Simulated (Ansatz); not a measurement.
MgS:
```xyz
2
Lattice="0.0000 2.6149 2.6149 2.6149 0.0000 2.6149 2.6149 2.6149 0.0000" Properties=species:S:1:pos:R:3 pbc="T T T"
Mg     0.0000     0.0000     0.0000
S      2.6149     2.6149     2.6149
```

Relaxed with PBE. Special points in fractions of this cell's reciprocal vectors: Γ (0.000, 0.000, 0.000); X (0.500, 0.000, 0.500); U (0.625, 0.250, 0.625); K (0.375, 0.375, 0.750); L (0.500, 0.500, 0.500); W (0.500, 0.250, 0.750).

### Question
List the band energies nearest the valence-band maximum at these points for plane-wave PAW PBE (Ansatz code).

### Answer
In eV from the valence-band maximum; about four levels below and three above (degenerate sets whole), none deeper than 8.9 eV; points with the same levels are listed once.

| k | below | above |
|---|---|---|
| Γ | 0.00 0.00 0.00 | 3.60 7.93 7.93 7.93 |
| X | -4.10 -1.64 -1.64 | 2.76 4.43 11.86 |
| U | -3.61 -3.12 -1.33 | 3.89 6.67 9.60 |
| L | -4.74 -0.57 -0.57 | 4.53 6.88 6.88 |
| W | -3.16 -3.16 -2.31 | 5.19 7.91 7.91 |

Space group Fm-3m (rock salt). The PBE relaxation kept the symmetry of its start.

Potentials: the later of the program's two PAW sets.
